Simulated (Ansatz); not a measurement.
Task: Name crystals whose computed values (PBEsol in the plane-wave PAW code Ansatz) fall in these windows: B₀ by P(V) fit (GPa) 100 to 130; G_Hill (GPa) 40 to 51; HSE06 gap (eV) 4.9 to 6.3.

Result: 

| crystal | B₀ by P(V) fit (GPa) | G_Hill (GPa) | HSE06 gap (eV) |
|---|---|---|---|
| La2O3, La2O3 or Ni2Al3 type | 116 | 43.6 | 5.29 |
Others may fit too.

The cell was relaxed under the symmetry of its start. Spin–orbit coupling is left out wherever it is not named.

Potentials: the later of the program's two PAW sets.
